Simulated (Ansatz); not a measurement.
## ScCu: stationary points along a deformation path

The calculation used Ansatz 0.2.0, DFT PBEsol, scalar-relativistic, plane waves, PAW. Cutoff 420 eV, Γ-centred 16×16×16 k-points, Gaussian smearing of 0.15 eV. No spin polarisation. Energies are free energies at this smearing, counted from the undisturbed cell; pressure is positive in compression.

Zero of the scan (as given, not relaxed at this level; it stands at -3.9 GPa, and it needn't be the usual structure):

```
CELL_PARAMETERS angstrom
3.25600 0.00000 0.00000
0.00000 3.25600 0.00000
0.00000 0.00000 3.25600
ATOMIC_POSITIONS crystal
Sc 0.50000 0.50000 0.50000
Cu 0.00000 0.00000 0.00000
```

At fixed volume and fractional coordinates, lengths along (0.577, 0.577, 0.577) are scaled against those across it; ρ is that ratio over its starting value. V = 17.259 Å³/atom. Δσ is the stress along the axis less the mean stress across it (compression positive).

```
    ρ  ΔE (meV/atom)  Δσ (GPa) space group
0.500         3571.2    219.01         R-3m
0.600         1500.7    108.18         R-3m
0.710          560.5     53.27         R-3m
0.850          106.3     19.69         R-3m
0.930           19.2      7.68         R-3m
1.000            0.0      0.00        Pm-3m
1.080           18.6     -6.47         R-3m
1.200           92.7    -12.40         R-3m
1.410          248.2    -12.73         R-3m
1.700          357.4     -2.75         R-3m
2.000          365.2      0.00        Fm-3m
```

Question: How does the stress give the slope of the energy, and where is the energy stationary?

Answer: Along the path d ln(length) is 2/3 d ln ρ on the axis and −1/3 d ln ρ across it, so dE/d ln ρ = −(2/3) V Δσ: the energy falls with ρ where Δσ is positive. Δσ vanishes or changes sign at ρ = 1.000 (Pm-3m), a minimum at 0.0 meV/atom; at ρ = 2.000 (Fm-3m, an end of the scan), at 365.2 meV/atom. Pairs of stationary points between two samples would go unseen, and could change a minimum read from distant neighbours into a maximum. At ρ = 1.000, 2.000 the cell is cubic, where symmetry alone makes the stress isotropic and the slope zero.

Question: Which shear constant sets the curvature at ρ = 1?

Answer: For a cubic crystal E/V = (2/3) C (ln ρ)² with C = C44, so Δσ = −2C ln ρ. The parabola of Δσ against ln ρ through ρ = 0.930, 1 and 1.080 gives C ≈ 48 GPa with the ions clamped, rough because the steps are large. It is the stress–strain coefficient at this cell's pressure of -3.9 GPa, not the zero-pressure constant.

In a metal these slopes depend on the k mesh and the smearing.

Cost: 11 runs of about 2 core-minutes in all, on Arm Neoverse V2 (shared hosts).